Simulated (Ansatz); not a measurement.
Ansatz 0.2.0, single run: KRb₂WF₆

Launch command:

```bash
ansatz run input.yaml --threads 1 --pin off --max-ram 2560MiB --backend cpu --events-out ev --progress --plain --runs-dir out
```

input.yaml:

```yaml
crystal:
  lattice:
    - [0.0, 4.475509, 4.475509]
    - [4.475509, 0.0, 4.475509]
    - [4.475509, 4.475509, 0.0]
  atoms:
    - { symbol: W, position: [0.0, 0.0, 0.0] }
    - { symbol: K, position: [0.5, 0.5, 0.5] }
    - { symbol: Rb, position: [0.25, 0.25, 0.25] }
    - { symbol: Rb, position: [0.75, 0.75, 0.75] }
    - { symbol: F, position: [0.773, 0.227, 0.227] }
    - { symbol: F, position: [0.227, 0.773, 0.227] }
    - { symbol: F, position: [0.227, 0.773, 0.773] }
    - { symbol: F, position: [0.773, 0.227, 0.773] }
    - { symbol: F, position: [0.227, 0.227, 0.773] }
    - { symbol: F, position: [0.773, 0.773, 0.227] }
  symmetry: { tolerance: 0.0003 }
kpoints:
  mp_grid: { grid: [4, 4, 4], shift: [0, 0, 0] }
magnetization:
  spin_polarized: false
scf:
  occupations: { method: fermi_dirac }
  initial_density: { chi_scale: 0.3 }
hamiltonian:
  pseudopotentials: { kind: paw }
  xc: r2scan
basis:
  ecutwfc: "600 eV"
output:
  forces: true
  stress: true
  eigenvalues: true
```

Origin of the cell: a known structure type with other elements, at an estimated volume, so it need not be a known compound.

The smearing width isn't typed, so it takes its default of 0.1 eV.

Output (shortened):

```
SCF iter   1: F=—  HF=-23637.050035 eV  Δρ=9.39e-1  dr2=2.50e3  dr2_τ=8.52e1  defer=1
SCF iter   2: F=—  HF=-23439.856892 eV  Δρ=5.54e-1  dr2=2.58e2  dr2_τ=1.81e4  defer=8
SCF iter   3: F=—  HF=-23375.013046 eV  Δρ=1.23e-1  dr2=3.70e1  dr2_τ=2.13e1  defer=3
SCF iter   4: F=—  HF=-23366.133609 eV  Δρ=7.12e-2  dr2=1.13e1  dr2_τ=5.56e0  defer=18
SCF iter   5: F=—  HF=-23364.381547 eV  Δρ=4.18e-2  dr2=4.66e0  dr2_τ=2.27e-1  defer=22
SCF iter   6: F=—  HF=-23363.098624 eV  Δρ=2.01e-2  dr2=1.23e0  dr2_τ=5.05e-2  defer=22
SCF iter   7: F=—  HF=-23362.657674 eV  Δρ=4.29e-3  dr2=8.33e-2  dr2_τ=3.14e-3  defer=23
SCF iter   8: F=—  HF=-23362.649007 eV  Δρ=3.20e-3  dr2=4.85e-2  dr2_τ=1.75e-3  defer=20
SCF iter   9: F=—  HF=-23362.639363 eV  Δρ=2.45e-3  dr2=2.65e-2  dr2_τ=9.92e-4  defer=20
SCF iter  10: F=—  HF=-23362.627790 eV  Δρ=2.95e-4  dr2=1.02e-4  dr2_τ=2.30e-5  defer=21
SCF iter  11: F=—  HF=-23362.627836 eV  Δρ=5.50e-5  dr2=3.96e-6  dr2_τ=3.89e-7  defer=20
SCF iter  12: F=—  HF=-23362.627722 eV  Δρ=8.76e-6  dr2=1.11e-7  dr2_τ=1.77e-8  defer=20
SCF iter  13: F=-23362.627722 eV  HF=-23362.627722 eV  Δρ=1.52e-6  dr2=3.53e-9  dr2_τ=6.46e-10
SCF 1 converged in 13 iterations: F = -23362.627722 eV  dr2 = 3.53e-9
SCF converged after 13 iterations
Free energy (F): -23362.627722 eV
Harris-Foulkes:  -23362.627722 eV  (|F-HF|=9.35e-10)
Internal energy: -23362.223763 eV  (E = F + TS)
E sigma→0 (E₀):  -23362.425742 eV
Entropy (-TS):   -0.403959 eV (-40.396 meV/atom)
Fermi energy:    8.690793 eV
--- Per-component energies (eV) ---
  E_band       = -753.701955
  E_kinetic    = 2349.862618
  E_local      = -7028.059853  (includes V_loc(G=0)·N_el)
  E_nonlocal   = 797.157578
  E_hartree    = 2566.461362
  E_xc         = -1109.497407
  E_vxc        = -1447.437152  (∫ρ·V_xc dr)
  E_paw        = -15869.658597  (= ΣΔE_a)
  E_vpaw       = -650.707052  (= ΣTr[D̂ρ^β])
  E_aug_tail   = 0.002531  (compensation charges beyond the density's cutoff)
  E_vtau       = 92.554339  (kinetic-family band-sum trace: ∫τ·v_τ [+ j·A + Jᵃ·Aᵃ] dr)
  E_ewald      = -5067.225656
  E_core_change = -1.266338  (= ΣΔE_core)
  E_smearing   = -0.403959  (= −TS)
  Σ components = -23362.627722   (vs F -23362.627722, Δ=0.00e0)
--- Forces (eV/Å), atoms counted from 1 ---
  atom   1  W      0.000000    -0.000000    -0.000000
  atom   2  K      0.000000    -0.000000    -0.000000
  atom   3  Rb     0.000000     0.000000    -0.000000
  atom   4  Rb     0.000000    -0.000000     0.000000
  atom   5  F      0.197732     0.000000     0.000000
  atom   6  F     -0.000000     0.197732    -0.000000
  atom   7  F     -0.197732    -0.000000    -0.000000
  atom   8  F      0.000000    -0.197732     0.000000
  atom   9  F     -0.000000     0.000000     0.197732
  atom  10  F      0.000000     0.000000    -0.197732
  max |Σ_I F_I| component: 8.33e-17 eV/Å
--- Stress (GPa, compression-positive) ---
        1.992376      -0.000000       0.000000
       -0.000000       1.992376      -0.000000
        0.000000       0.000000       1.992376
  P = ⅓ Tr σ = 1.9924 GPa (19.924 kbar)
```

Caveats: no moments, though an odd count or open d shells may carry them; no spin-orbit coupling, though heavy elements are present; the k mesh is coarse if the cell is a metal.

Time: 25 s on 1 thread of Intel(R) Xeon(R) Platinum 8488C (Sapphire Rapids) (shared host), peak memory 1.3 GiB, from the program's own first density.
